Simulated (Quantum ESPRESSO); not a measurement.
Cheap against tight settings: AlN

```
CELL_PARAMETERS angstrom
      3.12859     0.00000     0.00000
     -1.56429     2.70944     0.00000
      0.00000     0.00000     5.01696
ATOMIC_POSITIONS crystal
  Al 0.66667 0.33333 0.49929
  Al 0.33333 0.66667 0.99929
  N  0.66667 0.33333 0.88071
  N  0.33333 0.66667 0.38071
```
The cell comes from the Materials Project (a computed structure). It is AlN in P6₃mc. Stability against distortions was not tested.

Method: σ by PBE GIPAW on JTH datasets (Quantum ESPRESSO, modified build). The cutoff rises from row to row, with the meshes as listed. Costs are rough, from a shared machine. These are absolute shieldings with no macroscopic susceptibility term; δ = σ_ref − σ needs a reference computed alike. No d partial waves on Al: the paramagnetic term there is incompletely reconstructed. Static lattice: thermal averaging is not included.

```tsv
setting	cutoff (Ha)	k-mesh
A	15.5	5×5×3 through Γ
B	17.5	4×4×2 shifted
C	25	7×7×4 shifted
D	35	10×10×6 shifted
```

Question: From which setting on does σ_iso N (ppm) stay within 1 of the tightest run?

Answer: From D on (only the tightest run itself). Differences from the tightest run: A 12.7, B 19.5, C 2.6.

```
setting  cutoff (Ha)           k-mesh  σ_iso Al (ppm)  σ_iso N (ppm)  f-sum rule missed by (%)  rough cost ratio
-------  -----------  ---------------  --------------  -------------  ------------------------  ----------------
A               15.5  5×5×3 through Γ           441.4          128.8                      0.52           about 1
B               17.5    4×4×2 shifted           448.3          135.6                      0.99           about 1
C                 25    7×7×4 shifted           444.9          118.7                      0.04                 5
D                 35  10×10×6 shifted           444.6          116.1                      0.00                20
```
